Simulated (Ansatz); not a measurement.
# Ti₂Cd: frozen-core PAW against all-electron methods

```
Ti Cd
1.0
    -1.42289    1.42289    6.66497
     1.42289   -1.42289    6.66497
     1.42289    1.42289   -6.66497
Ti Cd
2 1
Direct
  0.32400 0.32400 0.00000
  0.67600 0.67600 0.00000
  0.00000 0.00000 0.00000
```

Atom numbers follow the list: Ti1, Ti2, Cd3.

Conventional cell: a = 2.846 Å, b = 2.846 Å, c = 13.330 Å, α = 90.00°, β = 90.00°, γ = 90.00°. Ti (atom 1) is surrounded by 8 Ti at 2.82 to 2.85 Å and 4 Cd at 3.09 Å. Cd (atom 3) is surrounded by 4 Cd at 2.85 Å and 8 Ti at 3.09 Å.

The cell comes from COD entry 1525205, which wasn't checked; take it as a given geometry. The listed cell was then made from it by scaling, straining or moving an atom.

Methods: DFT, LDA, PAW with Ansatz's default frozen-core files, scalar-relativistic (Ansatz 0.2.0); DFT, LDA, all-electron PAW with datasets made for the crystal, scalar-relativistic (Ansatz 0.2.0); DFT, LDA, all-electron LAPW, scalar-relativistic (Ansatz 0.2.0).

For PAW: a Γ-centred 16×16×16 k mesh, Fermi–Dirac smearing of 0.08 eV, cutoff 420 eV, no spin polarisation; the PAW files were made with PBE, and the program remakes their frozen cores for this functional. The crystal-made all-electron datasets (AE datasets) take a cutoff of 260 eV at this cell. LAPW targets a basis error of 1 meV/atom. The Ansatz runs share mesh, smearing and spin set-up. Plane-wave (PAW) pressures include the program's estimate of the Pulay term.

Stress and pressure are positive in compression.

The change that made this cell: volume scaled by 0.98.

| quantity | PAW | AE datasets | LAPW |
| --- | --- | --- | --- |
| pressure (GPa) | -6.33 | -6.32 | -6.32 |
| stress xx (GPa) | -6.42 | -6.41 | -6.41 |
| stress zz (GPa) | -6.15 | -6.14 | -6.14 |
| force on Ti1, z (eV/Å) | -0.175 | -0.174 | -0.174 |
